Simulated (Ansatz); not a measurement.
KBr:
```yaml
crystal:
  lattice:
    - [0.00000, 3.27503, 3.27503]
    - [3.27503, 0.00000, 3.27503]
    - [3.27503, 3.27503, 0.00000]
  atoms:
    - { symbol: K, position: [0.00000, 0.00000, 0.00000] }
    - { symbol: Br, position: [0.50000, 0.50000, 0.50000] }
```

Relaxed with PBEsol.

Give the optical modes at the zone centre with their infrared activity from DFPT, DFT-PBEsol in the program Ansatz with PAW potentials.

Transverse frequencies, without the LO–TO term; a row sums one degenerate level.

```json
[
 {"ω (cm⁻¹)": "112", "degeneracy": "3", "IR ((D/Å)²/amu)": "3.32", "activity": "IR", "symmetry": "T1u"}
]
```

How high does the top mode go among those that the LO–TO term moves?

159 cm⁻¹ for q along x.

Space group Fm-3m (rock salt). The cell was relaxed with PBEsol under the symmetry of its start; of distortions, only those at the zone centre were tested.

Potentials: the later of the program's two PAW sets.
